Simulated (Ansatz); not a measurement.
NbP:
```cif
data_NbP
_chemical_formula_sum 'Nb1 P1'
_space_group_name_H-M_alt 'P 1'
_space_group_IT_number 1
_cell_length_a 3.10744
_cell_length_b 3.10744
_cell_length_c 3.10744
_cell_angle_alpha 90.000
_cell_angle_beta 90.000
_cell_angle_gamma 90.000
loop_
_space_group_symop_operation_xyz
  'x, y, z'
loop_
_atom_site_label
_atom_site_type_symbol
_atom_site_fract_x
_atom_site_fract_y
_atom_site_fract_z
_atom_site_occupancy
Nb1 Nb 0.00000 0.00000 0.00000 1
P1 P 0.50000 0.50000 0.50000 1
```

Relaxed with r²SCAN.

Question: Decompose the optical modes at the zone centre into irreducible representations, and say which are infrared and Raman allowed.

Answer: Point group m-3m: Γ_opt = T1u. Infrared: T1u. Raman: none.

Question: Assign frequencies (DFPT, the program Ansatz at the r²SCAN level (PAW)).

Answer: T1u 180 cm⁻¹.

Space group Pm-3m (CsCl type). A made-up cell: these elements were put on the sites of a structure type; neither database checked (COD, Materials Project) lists it. COD files the formula under space group No. 141, so this cell is another polymorph or a model. Whether it is the stable phase at ambient conditions was not checked. The cell was relaxed with r²SCAN under the symmetry of its start; of distortions, only those at the zone centre were tested. The run is not spin-polarised. As this level gives no gap, phonon frequencies hold no LO–TO term and depend on the k-mesh and smearing (Fermi–Dirac, 0.1 eV here).

Potentials: the later of the program's two PAW sets.
